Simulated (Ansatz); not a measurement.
A run on Na2Se2O7

```yaml
crystal:
  lattice:
    - [6.9402694055, 0.0, 0.0]
    - [0.9607474647, 6.8820226145, 0.0]
    - [2.9479210245, 0.5168388694, 6.3785251275]
  atoms:
    - { symbol: Na, position: [0.2668281271, 0.6463014127, 0.604290705] }
    - { symbol: Na, position: [0.7331718729, 0.3536985873, 0.395709295] }
    - { symbol: Na, position: [0.7442378053, 0.925893569, 0.763836871] }
    - { symbol: Na, position: [0.2557621947, 0.074106431, 0.236163129] }
    - { symbol: Se, position: [0.7549882272, 0.863504439, 0.2783808202] }
    - { symbol: Se, position: [0.2450117728, 0.136495561, 0.7216191798] }
    - { symbol: Se, position: [0.2019708888, 0.5963112534, 0.1342197586] }
    - { symbol: Se, position: [0.7980291112, 0.4036887466, 0.8657802414] }
    - { symbol: O, position: [0.6334030379, 0.9731244071, 0.1335508452] }
    - { symbol: O, position: [0.3665969621, 0.0268755929, 0.8664491548] }
    - { symbol: O, position: [0.6320477009, 0.6925704821, 0.4534808753] }
    - { symbol: O, position: [0.3679522991, 0.3074295179, 0.5465191247] }
    - { symbol: O, position: [0.8424228622, 0.0119973753, 0.3826277183] }
    - { symbol: O, position: [0.1575771378, 0.9880026247, 0.6173722817] }
    - { symbol: O, position: [0.2602342591, 0.7310611019, 0.2720907656] }
    - { symbol: O, position: [0.7397657409, 0.2689388981, 0.7279092344] }
    - { symbol: O, position: [0.0990978823, 0.3962921737, 0.264931142] }
    - { symbol: O, position: [0.9009021177, 0.6037078263, 0.735068858] }
    - { symbol: O, position: [0.3653836347, 0.5753261566, 0.8905182139] }
    - { symbol: O, position: [0.6346163653, 0.4246738434, 0.1094817861] }
    - { symbol: O, position: [0.9829932944, 0.7448532427, 0.080219451] }
    - { symbol: O, position: [0.0170067056, 0.2551467573, 0.919780549] }
kpoints:
  mp_grid: { grid: [4, 3, 4] }
scf:
  occupations: { method: fermi_dirac, width: 0.02 }
  max_iter: 3
hamiltonian:
  xc: pbe
  pseudopotentials: { kind: paw }
output:
  forces: true
  stress: true
  populations: true
  efg:
    quadrupole_moments_barn: { Na: 0.104, O: -0.02558 }
    contact_densities: true
```

```sh
ansatz run input.yaml --threads 2 --pin off --max-ram 5120MiB --backend cpu --events-out ev --progress --plain --runs-dir out
```

Problem. Does this calculation finish, and if not, why?

Solution. No converged result was reached. The input holds a cap of too few SCF iterations. The program says:

```
Error: did not converge after 3 iterations: dr2 = 8.55e-4 (threshold 1.00e-7), under the density mixer `msr1`, which `scf.mixing.algorithm: auto` chose by the deck's other keys (type `scf.mixing.algorithm: msr1` to keep it); raise `scf.max_iter`, which need not help a stalled SCF, or adjust the mixing (`scf.mixing`) or, under a smearing, its width (`scf.occupations.width`, in either direction: another width is another result) …
```

```
SCF iter   1: F=—  HF=-35754.489826 eV  |F-HF|=—  |Δ(HF+E_count)|=         —  Δρ=1.95e-3  dr2=6.23e-3  ethr=1.77e-3  ⟨swp⟩=6.3  Hψ=27660  notcnv=0
preconditioner: auto → Resta (q_TF=auto, 2.508 Å⁻¹)  ε∞=3.1  [insulator: Δε(μ)=2.996 eV  Ē_g=17.051 eV  σ=0.020 eV  W_gap=1.00  n_scr=78 (ndim 8)  ℏωp=24.8 eV  f_vac=0.157  D(μ)=0.00/eV (n_scr^D=0)  ε∞_Penn≈3.1]
SCF iter   2: F=—  HF=-35754.495167 eV  |F-HF|=—  |Δ(HF+E_count)|=   5.34e-3  Δρ=9.82e-4  dr2=1.57e-3  ethr=3.39e-6  ⟨swp⟩=5.0  Hψ=15368  notcnv=0
SCF iter   3: F=—  HF=-35754.497371 eV  |F-HF|=—  |Δ(HF+E_count)|=   2.20e-3  Δρ=5.45e-4  dr2=8.55e-4  ethr=8.54e-7  ⟨swp⟩=5.0  Hψ=14852  notcnv=0
```

Against a sound input the change was `scf.max_iter`: not typed → 3.

With the sound settings the run converges and gives V_zz (10²¹ V/m²) Na1 -0.38 (η 0.61), Na3 -0.82 (η 0.73), Se5 11.87 (η 0.05), Se7 15.15 (η 0.19), O9 18.11 (η 0.21), O11 17.85 (η 0.17), among others; a site carries the number of its first atom in the input. These hold for the positions as typed, which a relaxation reached.
